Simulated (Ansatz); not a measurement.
Given:

KI:
```cif
data_IK
_chemical_formula_sum 'K1 I1'
_space_group_name_H-M_alt 'P 1'
_space_group_IT_number 1
_cell_length_a 4.95471
_cell_length_b 4.95471
_cell_length_c 4.95471
_cell_angle_alpha 60.000
_cell_angle_beta 60.000
_cell_angle_gamma 60.000
loop_
_space_group_symop_operation_xyz
  'x, y, z'
loop_
_atom_site_label
_atom_site_type_symbol
_atom_site_fract_x
_atom_site_fract_y
_atom_site_fract_z
_atom_site_occupancy
K1 K 0.00000 0.00000 0.00000 1
I1 I 0.50000 0.50000 0.50000 1
```

This is the PBEsol-relaxed structure.

Task: All from plane-wave PAW PBEsol (Ansatz code), unless another level is named. Predict the hole effective mass, band 1 of 3 at the edge.

Result: 2.5 along [100], 2.5 along [110], 2.3 along [111] (mₑ).

Task: Give the weight of the conduction-edge state by species (Voronoi cells).

Result: K 57 %, I 43 %.

Space group Fm-3m (rock salt). Symmetry was held in the PBEsol relaxation. Scalar-relativistic: spin–orbit coupling is off unless named, which matters more the heavier the elements.

Potentials: the later of the program's two PAW sets.

Edges and masses are those of Kohn–Sham bands, whose gap is no quasiparticle gap.
